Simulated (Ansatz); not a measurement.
Cr:
```xyz
1
Lattice="-1.3942 1.3942 1.3942 1.3942 -1.3942 1.3942 1.3942 1.3942 -1.3942" Properties=species:S:1:pos:R:3 pbc="T T T"
Cr     0.0000     0.0000     0.0000
```

Relaxed with LDA.

Q: Which orbitals make up the states near the Fermi level in LDA (plane waves, PAW; program Ansatz)?

A: Within 0.5 eV of the Fermi level: Cr 3d 92 %. Projections are on Löwdin-orthogonalised atomic valence shells; empty p or d shells of many metals are not among them.

Q: Tabulate the density of states.

A: States/eV per cell of 1 atom, in 0.25 eV bins, energy from the Fermi level.

```csv
E (eV),total,Cr 3d,Cr 4s,Cr 3p
-7.85,0.02,0.00,0.02,0.00
-7.60,0.04,0.00,0.04,0.00
-7.35,0.05,0.00,0.05,0.00
-7.10,0.06,0.00,0.06,0.00
-6.85,0.07,0.00,0.07,0.00
-6.60,0.08,0.00,0.07,0.00
-6.35,0.10,0.01,0.08,0.00
-6.10,0.11,0.01,0.09,0.00
-5.85,0.13,0.02,0.10,0.00
-5.60,0.15,0.03,0.11,0.00
-5.35,0.17,0.04,0.12,0.01
-5.10,0.22,0.07,0.13,0.01
-4.85,0.39,0.22,0.16,0.01
-4.60,0.88,0.68,0.18,0.01
-4.35,0.99,0.81,0.16,0.01
-4.10,1.14,0.98,0.14,0.01
-3.85,1.46,1.31,0.13,0.02
-3.60,1.33,1.21,0.09,0.02
-3.35,0.93,0.88,0.03,0.01
-3.10,0.59,0.57,0.01,0.01
-2.85,0.91,0.89,0.01,0.01
-2.60,2.42,2.37,0.01,0.02
-2.35,1.56,1.52,0.02,0.01
-2.10,1.44,1.37,0.04,0.01
-1.85,1.46,1.35,0.07,0.02
-1.60,2.04,1.83,0.16,0.02
-1.35,1.82,1.61,0.16,0.02
-1.10,1.21,1.08,0.09,0.01
-0.85,0.60,0.50,0.06,0.01
-0.60,0.52,0.44,0.05,0.00
-0.35,0.53,0.46,0.04,0.00
-0.10,0.60,0.54,0.03,0.00
0.15,0.79,0.73,0.02,0.00
0.40,1.27,1.22,0.02,0.00
0.65,1.63,1.58,0.02,0.00
0.90,2.01,1.98,0.01,0.00
1.15,2.35,2.32,0.01,0.00
1.40,2.40,2.38,0.02,0.00
1.65,2.90,2.81,0.07,0.00
1.90,1.46,1.35,0.09,0.00
2.15,1.16,1.04,0.09,0.00
2.40,1.04,0.92,0.10,0.00
2.65,0.96,0.84,0.10,0.00
2.90,0.54,0.41,0.11,0.00
3.15,0.33,0.20,0.11,0.00
3.40,0.31,0.16,0.12,0.00
3.65,0.30,0.13,0.13,0.00
3.90,0.29,0.11,0.13,0.00
4.15,0.28,0.10,0.13,0.00
4.40,0.27,0.08,0.13,0.00
4.65,0.27,0.07,0.13,0.00
```

Space group Im-3m (bcc (W type)). The LDA relaxation kept the symmetry of its start. The workflow began spin-polarised and lost its moments. Textbook magnetic order: a spin-density-wave antiferromagnet.

Potentials: the earlier of the program's two PAW sets. The files were generated under PBE; for other functionals the program regenerates the frozen cores, and for LDA and PBEsol the local potential too.
